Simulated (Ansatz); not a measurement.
Relaxed-ion elastic tensor of HgO in space group P3_121 (No. 152; Hg on 3b, O on 3a) in GPa (Voigt order), plane-wave PAW LDA (Ansatz code); density 11.66 g/cm³, 15.42 Å³ per atom.

|  | 1 | 2 | 3 | 4 | 5 | 6 |
|---|---|---|---|---|---|---|
| 1 | 67.5 | 33.8 | 39.5 | 4.5 | 0.0 | 0.0 |
| 2 | 33.8 | 67.5 | 39.5 | -4.5 | 0.0 | 0.0 |
| 3 | 39.5 | 39.5 | 78.5 | 0.0 | 0.0 | 0.0 |
| 4 | 4.5 | -4.5 | 0.0 | 15.3 | 0.0 | 0.0 |
| 5 | 0.0 | 0.0 | 0.0 | 0.0 | 15.3 | 4.5 |
| 6 | 0.0 | 0.0 | 0.0 | 0.0 | 4.5 | 16.9 |

Problem. Is the crystal mechanically stable?

Solution. Yes: the smallest eigenvalue of C is 11.5 GPa.

Problem. Work out the Voigt, Reuss and Hill averages.

Solution. K_V = 48.8, K_R = 48.2, K_H = 48.5; G_V = 16.2, G_R = 15.1, G_H = 15.7 GPa.

Problem. Give Young's modulus, Poisson's ratio, Pugh's ratio and the universal anisotropy index.

Solution. E = 9KG/(3K + G) = 42.4 GPa; ν = 0.35; K/G = 3.09 (ductile by the Pugh limit of 1.75); A_U = 5G_V/G_R + K_V/K_R − 6 = 0.38.

Problem. Estimate the sound speeds and the Debye temperature.

Solution. v_l = √((K + 4G/3)/ρ) = 2440 m/s, v_t = √(G/ρ) = 1160 m/s, mean 1300 m/s; Θ = (h/k)(3n/4πV)^(1/3) v_m = 156 K.

Problem. How much does each axis shrink under pressure?

Solution. Linear compressibilities β_i = Σ_j S_ij (j = 1 to 3): x 8.1, y 8.1, z 4.6 per TPa.

The first step of the workflow began from a Materials Project structure, measured or hypothetical; the Crystallography Open Database copy checked does not list it. COD files the formula under space group No. 44, 62, so this cell is another polymorph or a model. Whether it is the stable phase at ambient conditions was not checked. Symmetry was held in the LDA relaxation; phonons on a q-mesh show no instability. A crystal of weakly bound chains computed without a dispersion correction: the cell and the soft elastic constants depend strongly on that. Scalar-relativistic: spin–orbit coupling is off unless named, which matters more the heavier the elements.

Potentials: the later of the program's two PAW sets.
